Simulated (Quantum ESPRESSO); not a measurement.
# WHf2O6F2: one run as intended and one with a planted mistake

Computed values, not a measurement. The program is pw.x of Quantum ESPRESSO 7.5 (plane-wave density functional theory). The cell is made up: 11 atoms on a rutile lattice with one site empty, with randomly drawn elements, strain and displacements, not relaxed. PseudoDojo standard norm-conserving files (v0.5 for PBE, v0.4.1 for LDA and PBEsol) set the functional; there is no spin polarisation, spin-orbit coupling or dispersion term, and the masses in the input are unused placeholders.

The hafnium pseudopotential is less sure than the others, with forces about 3 percent (worst 6) and pressure in oxides about 1.5 GPa (worst 2.7) from a second method in checks, which no rerun with the same files tests.

Intended input:

```
&control calculation='scf', pseudo_dir='./dojo.nc.sr.pbe.v0_5.standard.upf', outdir='./o', disk_io='low', tprnfor=.true., tstress=.true. /
&system ibrav=0, nat=11, ntyp=4, nbnd=50, ecutwfc=84.00895049, nosym=.true., tot_charge=0,
 occupations='smearing', smearing='fd', degauss=0.0018374661
/
&electrons conv_thr=7.350e-09, electron_maxstep=60, /
ATOMIC_SPECIES
F 1.0 F.upf
Hf 1.0 Hf.upf
O 1.0 O.upf
W 1.0 W.upf
CELL_PARAMETERS angstrom
4.8724 -0.0371 0.0805
-0.0371 4.9129 -0.0068
0.107 -0.0091 6.562
ATOMIC_POSITIONS angstrom
W 0.0373 -0.0484 -0.0918
Hf 2.5912 2.3863 1.7776
Hf 0.1168 0.1462 3.3905
O 1.5006 1.4334 -0.0112
F 3.3538 3.4779 0.0839
O 3.9301 1.0456 1.7361
O 1.0276 3.9504 1.6142
F 1.5919 1.4563 3.2277
O 3.3656 3.3303 3.3593
O 4.0598 0.9882 5.0027
O 0.9215 3.8283 4.8175
K_POINTS automatic
5 5 4 1 1 1
```

The log is shortened where brackets say so; the opening notice, blank lines, dates and the lines on written files are dropped, and the path of the files is cut. It prints rydbergs, bohrs and kilobars, and counts compression as positive stress. Where no state is partly filled, the Fermi energy that it prints is only some level between the filled and the empty states on the mesh, and need not lie in the true gap.

Log of the intended run:

```
     Program PWSCF v.7.5
     Parallel version (MPI & OpenMP), running on       4 processor cores
     Number of MPI processes:                 4
     Threads/MPI process:                     1
     [start-up lines left out]
     bravais-lattice index     =            0
     lattice parameter (alat)  =       9.2090  a.u.
     unit-cell volume          =    1059.6709 (a.u.)^3
     number of atoms/cell      =           11
     number of atomic types    =            4
     number of electrons       =        88.00
     number of Kohn-Sham states=           50
     kinetic-energy cutoff     =      84.0090  Ry
     charge density cutoff     =     336.0358  Ry
     scf convergence threshold =      7.3E-09
     mixing beta               =       0.7000
     number of iterations used =            8  plain     mixing
     Exchange-correlation= PBE
                           (   1   4   3   4   0   0   0)
     [axes and pseudopotential details left out]
   Cartesian axes
     site n.     atom                  positions (alat units)
         1        W      tau(   1) = (   0.0076541  -0.0099319  -0.0188377  )
         2        Hf     tau(   2) = (   0.5317239   0.4896776   0.3647701  )
         3        Hf     tau(   3) = (   0.0239678   0.0300008   0.6957432  )
         4        O      tau(   4) = (   0.3079287   0.2941390  -0.0022983  )
         5        F      tau(   5) = (   0.6882122   0.7136780   0.0172166  )
         6        O      tau(   6) = (   0.8064711   0.2145610   0.3562542  )
         7        O      tau(   7) = (   0.2108673   0.8106367   0.3312398  )
         8        F      tau(   8) = (   0.3266638   0.2988382   0.6623360  )
         9        O      tau(   9) = (   0.6906336   0.6833899   0.6893408  )
        10        O      tau(  10) = (   0.8330860   0.2027823   1.0265726  )
        11        O      tau(  11) = (   0.1890952   0.7855814   0.9885689  )
     number of k points=    50  Fermi-Dirac smearing, width (Ry)=  0.0018
                       cart. coord. in units 2pi/alat
        k(    1) = (   0.0992692   0.1000681   0.0913501), wk =   0.0400000
        k(    2) = (   0.0962028   0.1003020   0.2770606), wk =   0.0400000
     [further k points left out]
     Dense  grid:   110185 G-vectors     FFT dimensions: (  54,  60,  75)
     Estimated max dynamical RAM per process >     318.60 MB
     Estimated total dynamical RAM >       1.17 GB
     Initial potential from superposition of free atoms
     starting charge      87.9958, renormalised to      88.0000
     Starting wfcs are   62 randomized atomic wfcs
     total cpu time spent up to now is       14.3 secs
     per-process dynamical memory:   250.8 Mb
     Self-consistent Calculation
     iteration #  1     ecut=    84.01 Ry     beta= 0.70
     Davidson diagonalization with overlap
     ethr =  1.00E-02,  avg # of iterations =  2.0
     total cpu time spent up to now is       38.2 secs
     total energy              =    -671.80022340 Ry
     estimated scf accuracy    <       5.73207156 Ry
     iteration #  2     ecut=    84.01 Ry     beta= 0.70
     Davidson diagonalization with overlap
     ethr =  6.51E-03,  avg # of iterations =  6.4
     total cpu time spent up to now is       73.6 secs
     total energy              =    -668.92148922 Ry
     estimated scf accuracy    <      50.53934257 Ry
     [iterations 3 to 19 left out]
     iteration # 20     ecut=    84.01 Ry     beta= 0.70
     Davidson diagonalization with overlap
     ethr =  1.19E-11,  avg # of iterations =  4.4
     total cpu time spent up to now is      521.2 secs
     total energy              =    -675.13206074 Ry
     estimated scf accuracy    <       0.00000001 Ry
     iteration # 21     ecut=    84.01 Ry     beta= 0.70
     Davidson diagonalization with overlap
     ethr =  1.19E-11,  avg # of iterations =  2.0
     total cpu time spent up to now is      547.6 secs
     End of self-consistent calculation
     [lines on levels left out]
     the Fermi energy is     6.9260 ev
!    total energy              =    -675.13206074 Ry
     estimated scf accuracy    <          3.1E-09 Ry
     smearing contrib. (-TS)   =      -0.00000000 Ry
     internal energy E=F+TS    =    -675.13206074 Ry
     The total energy is F=E-TS. E is the sum of the following terms:
     one-electron contribution =    -252.88275988 Ry
     hartree contribution      =     163.38900458 Ry
     xc contribution           =    -161.42025306 Ry
     ewald contribution        =    -424.21805238 Ry
     convergence has been achieved in  21 iterations
     Forces acting on atoms (cartesian axes, Ry/au):
     atom    1 type  4   force =     0.20984048    0.14065723   -0.11818452
     atom    2 type  2   force =    -0.03002031    0.13490482    0.02435976
     atom    3 type  2   force =    -0.11211972   -0.13928265    0.00211177
     atom    4 type  3   force =    -0.14672359   -0.14853095    0.03489024
     atom    5 type  1   force =     0.03430111    0.02617093    0.01781317
     atom    6 type  3   force =     0.09991514   -0.11965683   -0.05376540
     atom    7 type  3   force =    -0.07943287    0.04544746   -0.07832139
     atom    8 type  1   force =    -0.01197707   -0.01008267    0.01221584
     atom    9 type  3   force =     0.04258321    0.05089774   -0.09260537
     atom   10 type  3   force =     0.07413062   -0.09564672    0.11209777
     atom   11 type  3   force =    -0.08049700    0.11512165    0.13938812
     Total force =     0.545789     Total SCF correction =     0.000090
     Computing stress (Cartesian axis) and pressure
          total   stress  (Ry/bohr**3)                   (kbar)     P=     -157.67
  -0.00063268  -0.00011703  -0.00044690          -93.07      -17.22      -65.74
  -0.00011703  -0.00091885  -0.00032499          -17.22     -135.17      -47.81
  -0.00044690  -0.00032499  -0.00166392          -65.74      -47.81     -244.77
     init_run     :     13.29s CPU     14.04s WALL (       1 calls)
     electrons    :    530.51s CPU    533.41s WALL (       1 calls)
     forces       :      4.61s CPU      4.69s WALL (       1 calls)
     stress       :     15.83s CPU     16.45s WALL (       1 calls)
     [timing details left out]
     PWSCF        :   9m24.60s CPU   9m29.18s WALL
     JOB DONE.
```

A second run has one planted mistake: the plane-wave cutoff is too low. The input lines that differ, file-writing options aside:

```
- &system ibrav=0, nat=11, ntyp=4, nbnd=50, ecutwfc=84.00895049, nosym=.true., tot_charge=0,
+ &system ibrav=0, nat=11, ntyp=4, nbnd=50, ecutwfc=43.29070152, nosym=.true., tot_charge=0,
```

Its log:

```
     Program PWSCF v.7.5
     Parallel version (MPI & OpenMP), running on       4 processor cores
     Number of MPI processes:                 4
     Threads/MPI process:                     1
     [start-up lines left out]
     bravais-lattice index     =            0
     lattice parameter (alat)  =       9.2090  a.u.
     unit-cell volume          =    1059.6709 (a.u.)^3
     number of atoms/cell      =           11
     number of atomic types    =            4
     number of electrons       =        88.00
     number of Kohn-Sham states=           50
     kinetic-energy cutoff     =      43.2907  Ry
     charge density cutoff     =     173.1628  Ry
     scf convergence threshold =      7.3E-09
     mixing beta               =       0.7000
     number of iterations used =            8  plain     mixing
     Exchange-correlation= PBE
                           (   1   4   3   4   0   0   0)
     [axes and pseudopotential details left out]
   Cartesian axes
     site n.     atom                  positions (alat units)
         1        W      tau(   1) = (   0.0076541  -0.0099319  -0.0188377  )
         2        Hf     tau(   2) = (   0.5317239   0.4896776   0.3647701  )
         3        Hf     tau(   3) = (   0.0239678   0.0300008   0.6957432  )
         4        O      tau(   4) = (   0.3079287   0.2941390  -0.0022983  )
         5        F      tau(   5) = (   0.6882122   0.7136780   0.0172166  )
         6        O      tau(   6) = (   0.8064711   0.2145610   0.3562542  )
         7        O      tau(   7) = (   0.2108673   0.8106367   0.3312398  )
         8        F      tau(   8) = (   0.3266638   0.2988382   0.6623360  )
         9        O      tau(   9) = (   0.6906336   0.6833899   0.6893408  )
        10        O      tau(  10) = (   0.8330860   0.2027823   1.0265726  )
        11        O      tau(  11) = (   0.1890952   0.7855814   0.9885689  )
     number of k points=    50  Fermi-Dirac smearing, width (Ry)=  0.0018
                       cart. coord. in units 2pi/alat
        k(    1) = (   0.0992692   0.1000681   0.0913501), wk =   0.0400000
        k(    2) = (   0.0962028   0.1003020   0.2770606), wk =   0.0400000
     [further k points left out]
     Dense  grid:    40805 G-vectors     FFT dimensions: (  40,  40,  54)
     Estimated max dynamical RAM per process >     122.94 MB
     Estimated total dynamical RAM >     461.88 MB
     Check: negative core charge=   -0.000296
     Initial potential from superposition of free atoms
     starting charge      87.9958, renormalised to      88.0000
     Starting wfcs are   62 randomized atomic wfcs
     total cpu time spent up to now is        5.5 secs
     per-process dynamical memory:    98.9 Mb
     Self-consistent Calculation
     iteration #  1     ecut=    43.29 Ry     beta= 0.70
     Davidson diagonalization with overlap
     ethr =  1.00E-02,  avg # of iterations =  2.0
     total cpu time spent up to now is       15.1 secs
     total energy              =    -671.32535105 Ry
     estimated scf accuracy    <       4.69280214 Ry
     iteration #  2     ecut=    43.29 Ry     beta= 0.70
     Davidson diagonalization with overlap
     ethr =  5.33E-03,  avg # of iterations =  6.3
     total cpu time spent up to now is       28.8 secs
     total energy              =    -668.39924192 Ry
     estimated scf accuracy    <      46.40738873 Ry
     [iterations 3 to 16 left out]
     iteration # 17     ecut=    43.29 Ry     beta= 0.70
     Davidson diagonalization with overlap
     ethr =  1.47E-10,  avg # of iterations =  2.2
     total cpu time spent up to now is      173.7 secs
     total energy              =    -673.99302847 Ry
     estimated scf accuracy    <       0.00000002 Ry
     iteration # 18     ecut=    43.29 Ry     beta= 0.70
     Davidson diagonalization with overlap
     ethr =  2.28E-11,  avg # of iterations =  5.0
     total cpu time spent up to now is      183.0 secs
     End of self-consistent calculation
     [lines on levels left out]
     the Fermi energy is     6.9762 ev
!    total energy              =    -673.99302847 Ry
     estimated scf accuracy    <          6.9E-09 Ry
     smearing contrib. (-TS)   =      -0.00000000 Ry
     internal energy E=F+TS    =    -673.99302847 Ry
     The total energy is F=E-TS. E is the sum of the following terms:
     one-electron contribution =    -250.59280870 Ry
     hartree contribution      =     161.86662042 Ry
     xc contribution           =    -161.04878781 Ry
     ewald contribution        =    -424.21805238 Ry
     convergence has been achieved in  18 iterations
     Forces acting on atoms (cartesian axes, Ry/au):
     atom    1 type  4   force =     0.21297403    0.14043358   -0.12135974
     atom    2 type  2   force =    -0.03165616    0.13886969    0.01883775
     atom    3 type  2   force =    -0.11299546   -0.14125914    0.00011608
     atom    4 type  3   force =    -0.14939681   -0.15071164    0.03312321
     atom    5 type  1   force =     0.03356951    0.02570979    0.01452256
     atom    6 type  3   force =     0.10231316   -0.12556956   -0.05246414
     atom    7 type  3   force =    -0.08117127    0.04672805   -0.08003983
     atom    8 type  1   force =    -0.00997371   -0.00985688    0.01487573
     atom    9 type  3   force =     0.04141012    0.05216511   -0.08946533
     atom   10 type  3   force =     0.07257623   -0.09020430    0.11860987
     atom   11 type  3   force =    -0.07764963    0.11369530    0.14324385
     Total force =     0.552515     Total SCF correction =     0.000268
     Computing stress (Cartesian axis) and pressure
          total   stress  (Ry/bohr**3)                   (kbar)     P=     -754.94
  -0.00470119  -0.00009014  -0.00046932         -691.57      -13.26      -69.04
  -0.00009014  -0.00498686  -0.00034030          -13.26     -733.59      -50.06
  -0.00046932  -0.00034030  -0.00570781          -69.04      -50.06     -839.65
     init_run     :      4.94s CPU      5.25s WALL (       1 calls)
     electrons    :    176.36s CPU    177.47s WALL (       1 calls)
     forces       :      1.38s CPU      1.40s WALL (       1 calls)
     stress       :      4.58s CPU      4.59s WALL (       1 calls)
     [timing details left out]
     PWSCF        :   3m 7.59s CPU   3m 9.17s WALL
     JOB DONE.
```

|  | intended run | run with the mistake |
| --- | --- | --- |
| free energy (eV) | -9185.640 | -9170.142 |
| smearing term -TS (eV) | 0.0000 | 0.0000 |
| pressure (GPa) | -15.77 | -75.49 |
| largest force component (eV/Å) | 5.395 | 5.476 |
| largest change of a force component (eV/Å) |  | 0.167 |
| iterations | 21 | 18 |

For scale, a rerun of the intended cell at a cutoff of 1437 eV and k mesh 7 x 7 x 6 moved values by no more than 0.005 eV in energy, 0.03 GPa in stress and 0.004 eV/Å in force.